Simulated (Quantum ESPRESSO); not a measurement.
**Kohn-Sham bands of Cs (bcc (W type))**

```xyz
1
Lattice="-3.1285 3.1285 3.1285 3.1285 -3.1285 3.1285 3.1285 3.1285 -3.1285" Properties=species:S:1:pos:R:3 pbc="T T T"
Cs     0.0000     0.0000     0.0000
```

Cell from Materials Project (mp-1), symmetrised, no further relaxation. This is the element's usual structure. Computed values, not measurements, from PBEsol: Quantum ESPRESSO (norm-conserving PseudoDojo potentials, cutoff 40 Ry, no spin polarisation, no spin-orbit coupling) on a Γ-centred 8×8×8 mesh, then Wannier90. Density: 10×10×10 mesh, cold smearing 0.01 Ry. Spin-orbit coupling is left out although heavy elements are present.

Energies are relative to the Fermi level; weights are on the orthonormalised atomic waves of the pseudopotential files, averaged over the group. 9 electrons a cell are treated as valence.

Into which isolated groups do the bands fall, where do they lie and what are they made of?


```tsv
bands	from (eV)	to (eV)	filling	weight on atomic waves
1	-23.91	-23.91	filled	Cs 5s 100 %
2–4	-10.74	-10.63	filled	Cs 5p 100 %
```

No gap over 0.05 eV opens at the Fermi level at this level of theory.
